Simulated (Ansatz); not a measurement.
A geometry of SnO away from equilibrium: step 4 of the relaxation of a relaxed SnO cell displaced along its unstable phonon at q = (½, 0, 0) of its primitive reciprocal cell (123i cm⁻¹), largest move 0.15 Å. Level of theory: PBEsol (plane waves to 420 eV, PAW, scalar-relativistic; Ansatz, an electronic-structure program). Γ-centred k-mesh 7×7×4 on the run's cell (coarser than for final values), Fermi–Dirac smearing 0.05 eV. The plane waves were selected for a different cell earlier on the path.

```xyz
8
Lattice="7.5700 0.0501 0.0686 -1.8708 3.2403 0.0000 0.0567 0.0327 6.1436" Properties=species:S:1:pos:R:3 pbc="T T T"
Sn     0.1900     1.8031     1.3940
Sn     3.5707     2.5284     1.4283
Sn     2.1852     0.7948     4.7840
Sn     5.5659     1.5201     4.8183
O      0.2643     1.6143     5.4069
O      3.4444     2.6872     5.4412
O      2.3115     0.6360     0.7711
O      5.4915     1.7089     0.8054
```

Problem. Give the Cartesian forces on all atoms (eV/Å).

Solution. 
```
atom     Fx     Fy     Fz
----  -----  -----  -----
Sn1   -0.27   0.28  -0.23
Sn2    0.11  -0.38  -0.23
Sn3   -0.11   0.38   0.23
Sn4    0.27  -0.28   0.23
O5    -0.02  -0.24   0.03
O6    -0.22   0.10   0.03
O7     0.22  -0.10  -0.03
O8     0.02   0.24  -0.03
```

The path ends in P2₁/c (No. 14). No spin polarisation in the result. Without a van der Waals term the distances between weakly bound units are poorly fixed.

The run could not lose the symmetry of its start, so the end can be a saddle point.

The end of the path is a generated cell of SnO: the first start was made by placing the elements on the sites of a structure type, and the end was not matched to a known phase here, so it may be hypothetical. Known forms of SnO include space group No. 129.
